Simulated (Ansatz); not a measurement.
B$_{2}$CO (chalcopyrite, space group No. 122), DFT-r²SCAN in the program Ansatz with PAW potentials. The conduction-band minimum lies on the Γ–M line, 85 % of the way from Γ, with 2 equivalent valleys. Second derivatives d²E/dk² of the lowest band at one valley (eV·Å²), along Cartesian directions:

```json
[
 {"direction": "[100]", "d²E/dk²": "17.53"},
 {"direction": "[010]", "d²E/dk²": "17.53"},
 {"direction": "[001]", "d²E/dk²": "17.13"},
 {"direction": "[110]", "d²E/dk²": "17.53"},
 {"direction": "[101]", "d²E/dk²": "17.33"},
 {"direction": "[011]", "d²E/dk²": "17.33"}
]
```

Find the principal effective masses, the density-of-states mass and the conductivity mass.

Off-diagonal terms follow from H_xy = H[110] − (H_xx + H_yy)/2, and m*/mₑ = 7.620 eV·Å² over each eigenvalue: 0.43, 0.43, 0.44. One valley's DOS mass (m₁m₂m₃)^(1/3) = 0.44, conductivity mass 3/(Σ 1/mᵢ) = 0.44 mₑ.

What effective density of states Nc follows at 300 K for parabolic valleys?

Nc = 2.509e19 × 2 × (0.44)^(3/2) ≈ 1.5e19 cm⁻³.

Space group I-42d (chalcopyrite). The start of the workflow was typed in or built on a structure type; neither database checked (COD, Materials Project) lists it. Its standing as an ambient phase is unchecked. The r²SCAN relaxation kept the symmetry of its start; whether a distortion lowers the energy is not shown.

Potentials: the earlier of the program's two PAW sets. The files were generated under PBE; for other functionals the program regenerates the frozen cores, and for LDA and PBEsol the local potential too.

Edges and masses are those of Kohn–Sham bands, whose gap is no quasiparticle gap.
